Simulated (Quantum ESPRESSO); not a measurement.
# InIr3Ti2SnPd: different elements on one site, starting from this cell

A calculation, not a measurement. The program is pw.x of Quantum ESPRESSO 7.5 (plane-wave density functional theory). The cell is made up: eight metal atoms on a hexagonal close-packed lattice, with elements, volume, strain and displacements drawn at random and not relaxed, so it may be unstable or far from any real phase. PseudoDojo standard norm-conserving files set the functional (PBE unless stated); there is no spin polarisation or spin-orbit coupling, the Fermi-Dirac width of 0.25 eV means electrons at about 2900 K, and the masses in the input are unused placeholders. The tin pseudopotential is less sure than most, with forces differing by about three percent from a second method on plain tin. Heavy elements are run without spin-orbit coupling, which real alloys of them have. A spin test at this wide smearing found no moment, but such smearing suppresses magnetism that the real alloy may have.

The runs put different elements on site 8. Cell, positions, cutoff, mesh and smearing stay as in the input of run 1; sites are counted in its order. Stress in the tables is positive in tension.

Input of run 1:

```
&control calculation='scf', pseudo_dir='./dojo.nc.sr.pbe.v0_5.standard.upf', outdir='./o', disk_io='minimal', tprnfor=.true., tstress=.true. /
&system ibrav=0, nat=8, ntyp=5, nbnd=76, ecutwfc=84.00895049, nosym=.true., tot_charge=0,
 occupations='smearing', smearing='fd', degauss=0.0183746611
/
&electrons conv_thr=1.470e-08, electron_maxstep=70, mixing_beta=0.5 /
ATOMIC_SPECIES
In 1.0 In.upf
Ir 1.0 Ir.upf
Pd 1.0 Pd.upf
Sn 1.0 Sn.upf
Ti 1.0 Ti.upf
CELL_PARAMETERS angstrom
2.9592 0.0056 -0.008
0.0097 5.0801 -0.0436
-0.0252 -0.0792 9.2175
ATOMIC_POSITIONS angstrom
In 0.033 -0.1418 -0.0377
Ir -0.034 -0.2107 4.6926
Ti -0.0458 1.4952 2.3522
Ti -0.0102 1.5414 6.9136
Sn 1.4368 2.4243 0.0487
Ir 1.5626 2.5208 4.4311
Ir 1.5337 4.1633 2.2749
Pd 1.4442 4.2271 6.9625
K_POINTS automatic
8 5 3 1 1 1
```

| run | elements on sites 1 to 8 | -TS (eV) | pressure (GPa) | stress xx (GPa) | stress yy (GPa) | stress zz (GPa) | stress yz (GPa) | stress xz (GPa) | stress xy (GPa) | iterations |
| --- | --- | --- | --- | --- | --- | --- | --- | --- | --- | --- |
| 1 | In Ir Ti Ti Sn Ir Ir Pd | -1.443 | -5.02 | 2.78 | 3.54 | 8.74 | 1.25 | -0.42 | 0.04 | 22 |
| 2 | In Ir Ti Ti Sn Ir Ir Pt | -1.441 | -4.90 | 2.69 | 3.69 | 8.31 | 1.12 | -0.40 | 0.07 | 20 |
| 3 | In Ir Ti Ti Sn Ir Ir Ru | -1.473 | -7.54 | 4.43 | 7.54 | 10.66 | -0.31 | -0.43 | -0.02 | 19 |
| 4 | In Ir Ti Ti Sn Ir Ir Ga | -1.341 | -3.09 | 0.63 | 2.30 | 6.35 | 0.72 | -0.36 | -0.03 | 16 |
| 5 | In Ir Ti Ti Sn Ir Ir W | -1.434 | -4.30 | 2.74 | 4.29 | 5.88 | -1.56 | -0.25 | -0.02 | 18 |

Forces Fx Fy Fz (eV/Å):

```
site             run 1             run 2             run 3             run 4             run 5
   1  -0.22 -0.08 0.79   -0.24 0.00 1.09  -0.24 -0.07 0.83   -0.18 0.11 1.56   -0.29 0.28 2.12
   2   0.24 0.43 -1.03   0.24 0.41 -1.02   0.24 0.27 -0.13   0.24 0.64 -0.61    0.22 0.37 0.37
   3    0.15 0.06 2.37    0.16 0.08 2.35    0.16 0.17 2.28    0.13 0.05 2.38    0.18 0.22 2.11
   4  -0.11 0.38 -2.44  -0.11 0.40 -2.38  -0.09 0.15 -2.43  -0.11 0.34 -1.68  -0.12 0.66 -2.11
   5   0.25 0.05 -0.07   0.26 0.02 -0.02   0.26 0.32 -0.17   0.23 -0.15 0.27    0.24 0.17 0.11
   6  -0.26 -0.72 0.99  -0.28 -0.75 0.95  -0.30 -0.73 1.04  -0.26 -0.84 0.80  -0.32 -0.72 1.07
   7   -0.20 0.41 0.21   -0.19 0.39 0.18   -0.18 0.41 0.18   -0.18 0.30 0.02  -0.16 0.39 -0.04
   8  0.14 -0.51 -0.81  0.16 -0.54 -1.15  0.16 -0.52 -1.61  0.12 -0.46 -2.74  0.25 -1.38 -3.64
```

Energies are left out, as each element's file has its own zero. A rerun of one cell of this series at a higher cutoff and on a denser mesh moved values by no more than 0.005 eV in energy, 0.22 GPa in stress and 0.013 eV/Å in force, and a second program with other atomic files agreed on that cell to 2 % rms in force and 0.5 GPa in pressure.